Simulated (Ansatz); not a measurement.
System: ZnSe (zinc blende type), 2 atoms in the cell.

All numbers below come from HSE06, plane waves, PAW datasets (earlier set, tuned by hand) in Ansatz 0.2.0 development build.

Cutoff 660 eV; exchange singularity: regularized; k-mesh 6×6×6 Γ-centred; Fermi–Dirac smearing of 0.02 eV; no spin polarisation.

```
Zn Se
1.0
     0.00000    2.87000    2.87000
     2.87000    0.00000    2.87000
     2.87000    2.87000    0.00000
Zn Se
1 1
Direct
  0.00000 0.00000 0.00000
  0.25000 0.25000 0.25000
```

Q: Would the cell expand or shrink if it were free to relax?

A: The pressure is -1.18 GPa, so at these settings the cell is stretched and would shrink.

The stress includes the program's correction for the finite plane-wave basis.
